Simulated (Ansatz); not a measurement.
NbTe (rocksalt structure)

Computed with Ansatz (plane waves, PAW, 420 eV cutoff): PBE, scalar-relativistic, collinear spin, Γ-centred 10×10×5 mesh, 0.05 eV Gaussian smearing. The datasets are Ansatz's generated set soft_2.

```xyz
4
Lattice="0.0000 2.8775 2.8775 5.7549 2.8775 2.8775 5.7549 5.7549 0.0000" Properties=species:S:1:pos:R:3 pbc="T T T"
Nb    2.8775    2.8775    2.8775
Te    0.0000    0.0000    0.0000
Nb    5.7549    5.7549    2.8775
Te    2.8775    2.8775    0.0000
```

This is a trial structure made by placing the elements on a prototype's sites, so it needn't be the stable form.

Magnetic state: antiferromagnetic, site spin moments Nb 1.20, -1.20 μB.

The run above is the reference. The same cell was run again with other input settings; several of them aren't fit for production, so the rows show the settings' effect and aren't properties of the material.

```tsv
keys changed	outcome	ΔE (meV/atom)	P (GPa)	gap on the mesh (eV)	cell moment (μB)	largest force component (eV/Å)	SCF iterations	rough core-seconds	new warnings
none (reference)	converged	0.0	0.0	metal	0.00	0.000	–	–	–
accuracy: "medium"	converged	0.0	0.0	metal	0.00	0.000	10	19	–
basis.ecutrho_ratio: 4 → 8; accuracy: "medium"	converged	0.0	0.0	metal	0.00	0.000	10	26	–
```

These changes also left energy (to 0.1 meV/atom), pressure, gap, moment and forces as in the reference: accuracy: "high" | scf.algorithm: "density_mixing"; basis.xc_grid: 4.

ΔE is the energy with the smearing extrapolated to zero. It is left out where the change alters the Hamiltonian or the spin treatment. The varied runs start from atomic densities (corrected by the program's trained start where that serves), with the default search for lower states unless a row changes it, while the reference went on from a saved state, so a magnet may end in another state whatever the setting.

Q: What happens with these changes: hamiltonian.hubbard: {"sites": [{"species": "Nb", "l": "d", "u_eff": 4.0}], "double_counting": "amf"}?

A: outcome converged, P (GPa) 8.2, gap on the mesh (eV) metal, cell moment (μB) 0.00, largest force component (eV/Å) 0.000, SCF iterations 21, rough core-seconds 50, new warnings filled band counts differ across k points.

4 further runs (cut off, refused for memory, with changed atoms or starts, or in doubt) are left out.

Of the reference: Scalar-relativistic only: spin–orbit splittings of the heavy atoms' levels are missing. The run wasn't fully tested for a lower electronic state. Site moments are of spin, integrated over atomic spheres.
